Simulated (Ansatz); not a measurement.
MoPd:
```
CELL_PARAMETERS angstrom
      2.69607     0.00000     0.00000
      0.00000     2.69607     0.00000
      0.00000     0.00000     4.12711
ATOMIC_POSITIONS crystal
  Pd 0.00000 0.00000 0.00000
  Mo 0.50000 0.50000 0.50000
```

Relaxed with r²SCAN. Special points in fractions of this cell's reciprocal vectors: Γ (0.000, 0.000, 0.000); X (0.000, 0.500, 0.000); M (0.500, 0.500, 0.000); Z (0.000, 0.000, 0.500); R (0.000, 0.500, 0.500); A (0.500, 0.500, 0.500).

List the band energies nearest the Fermi level at these points for plane-wave PAW r²SCAN (Ansatz code).

In eV from the Fermi level; about four levels below and three above (degenerate sets whole), none deeper than 8.9 eV; … stands for higher levels left out; points with the same levels are listed once.

```csv
k,below,above
Γ,-3.10 -3.10 -1.58 -1.14,2.13 2.58 2.58
X,-3.25 -2.91 -2.36 -2.33,0.49 1.93 2.11
M,-5.97 -5.97 -0.40 -0.28,1.40 1.40 2.48
Z,-2.56 -2.56 -1.53 -0.99,1.27 1.27 …
R,-4.21 -3.24 -2.88 -2.40,0.02 0.51 0.94
A,-2.72 -2.72 -2.72 -0.40,1.15 5.11 9.45
```

Space group P4/mmm (L1₀ or tetragonal B2). The start of the workflow was typed in or built on a structure type; neither database checked (COD, Materials Project) lists it. Its standing as an ambient phase is unchecked. The cell was relaxed with r²SCAN under the symmetry of its start; its stability against distortions is not shown here. No spin polarisation was allowed. Spin–orbit coupling is left out wherever it is not named.

Potentials: the earlier of the program's two PAW sets.
